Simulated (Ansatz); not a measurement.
H3OF under strain — O-17 NMR of the central transition

Cell: a computed structure from the Materials Project (it need not be an observed phase), relaxed with PBE at fixed cell and then changed (x and y compressed by 3 %).

```yaml
crystal:
  lattice:
    - [5.71537, 0.00000, 0.00000]
    - [0.00000, 4.04609, 0.00000]
    - [0.00000, 0.00000, 6.10260]
  atoms:
    - { symbol: H, position: [0.80216, 0.25000, 0.54110] }
    - { symbol: H, position: [0.19784, 0.75000, 0.45890] }
    - { symbol: H, position: [0.30216, 0.25000, 0.95890] }
    - { symbol: H, position: [0.69784, 0.75000, 0.04110] }
    - { symbol: H, position: [0.10129, 0.54582, 0.24086] }
    - { symbol: H, position: [0.89871, 0.04582, 0.75914] }
    - { symbol: H, position: [0.60129, 0.95418, 0.25914] }
    - { symbol: H, position: [0.39871, 0.45418, 0.74086] }
    - { symbol: H, position: [0.60129, 0.54582, 0.25914] }
    - { symbol: H, position: [0.39871, 0.04582, 0.74086] }
    - { symbol: H, position: [0.10129, 0.95418, 0.24086] }
    - { symbol: H, position: [0.89871, 0.45418, 0.75914] }
    - { symbol: O, position: [0.57754, 0.75000, 0.16521] }
    - { symbol: O, position: [0.42246, 0.25000, 0.83479] }
    - { symbol: O, position: [0.07754, 0.75000, 0.33479] }
    - { symbol: O, position: [0.92246, 0.25000, 0.66521] }
    - { symbol: F, position: [0.63438, 0.25000, 0.37340] }
    - { symbol: F, position: [0.36562, 0.75000, 0.62660] }
    - { symbol: F, position: [0.13438, 0.25000, 0.12660] }
    - { symbol: F, position: [0.86562, 0.75000, 0.87340] }
```

Atom numbers follow the list; atoms alike are taken as one site, whose name carries the number of the first.

Method: Kohn–Sham DFT in Ansatz, PBE, plane waves and PAW, scalar-relativistic, 420 eV cutoff, Γ-centred 4×5×4 k-points, Fermi–Dirac smearing 0.02 eV.

O-17 has I = 5/2 and Q = -25.58 mb (Pyykkö 2018); at 14.1 T its Larmor frequency is ν₀ = 81.4 MHz. Only the quadrupole interaction is simulated: positions count from each site's isotropic chemical shift, and J coupling is left out, as are shift anisotropy and dipolar coupling, which fast spinning averages.

**Question.** Give C_Q, η, the quadrupolar product P_Q = |C_Q|(1 + η²/3)^½, the second-order isotropic shift and the breadth of the pattern (fast magic-angle spinning) for each O site.

**Answer.** 

```json
{"site": "O", "first shell": "3 H at 1.01–1.02 Å", "C_Q (MHz)": "7.06", "η": "0.04", "P_Q (MHz)": "7.06", "δ_QIS (ppm)": "-45.1", "breadth (kHz)": "7.96"}
```

δ_QIS = −(ν_Q²/30ν₀²)[I(I+1) − 3/4](1 + η²/3) × 10⁶ ppm with ν_Q = 3|C_Q|/[2I(2I−1)]; it falls as 1/B₀² in ppm, and the breadth as 1/B₀ in kHz.

At O V_zz stands upright on the plane through its three neighbours (within 1°).

At this changed cell the PBE pressure is 9 GPa. The atoms aren't relaxed in the changed cell (largest force 0.8 eV/Å).
